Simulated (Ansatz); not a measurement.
One crystal and one scan (energy against volume) at two levels, PBE (plane waves to 420 eV, PAW, scalar-relativistic; Ansatz, a program for electronic structure) and r2SCAN (plane waves to 500 eV, PAW, scalar-relativistic; Ansatz), each from its own relaxed cell and on its own mesh. The cell shown is that of PBE.

Li2O (anti-fluorite)

```xyz
3
Lattice="0.0000 2.3131 2.3131 2.3131 0.0000 2.3131 2.3131 2.3131 0.0000" Properties=species:S:1:pos:R:3 pbc="T T T"
Li     3.4696     3.4696     3.4696
Li     1.1565     1.1565     1.1565
O      0.0000     0.0000     0.0000
```

The volume is varied about the relaxed value V₀ at fixed cell shape. Symmetry pins the atoms to their sites.

The energy includes the smearing's −TS. Li2O was relaxed with its symmetry unable to fall. Percentages come from the unrounded values.

Results of PBE:

```
Quantity                                                   Value
---------------------------------------------------------  -----
Lattice constant a (Å)                                     4.626
Band gap of the relaxed cell, no spin-orbit coupling (eV)   4.98
Bulk modulus B₀ (third-order Birch-Murnaghan fit) (GPa)     79.5
Pressure derivative B₀′ (fit)                                4.1
```

Question: Estimate the r2SCAN values.

Answer: 
```
quantity                                                   r2SCAN     PBE − r2SCAN
---------------------------------------------------------  ------  ---------------
Lattice constant a (Å)                                      4.573  +0.053 (+1.2 %)
Band gap of the relaxed cell, no spin-orbit coupling (eV)    5.77    -0.79 (-14 %)
Bulk modulus B₀ (third-order Birch-Murnaghan fit) (GPa)      87.1    -7.6 (-8.8 %)
Pressure derivative B₀′ (fit)                                 3.9      +0.2 (+4 %)
```

PBE gives the higher value for: lattice constant a. PBE gives the lower value for: band gap of the relaxed cell, no spin-orbit coupling; bulk modulus B₀. For the lattice constant a the reference is 4.573 Å (measured at or taken to low temperature; as given in Alok Shukla, Michael Dolg, Peter Fulde et al., The Journal of Chemical Physics (1998), arXiv:cond-mat/9803380): r2SCAN lies nearer. For the bulk modulus B₀ the reference is 89 GPa (measured at or taken to low temperature; as given in Alok Shukla, Michael Dolg, Peter Fulde et al., The Journal of Chemical Physics (1998), arXiv:cond-mat/9803380): r2SCAN lies nearer.  Neither level is exact: the differences show how much the result hangs on the functional.

(A scan under strain: stresses follow from slopes of the energy per volume, elastic moduli from its curvatures.)
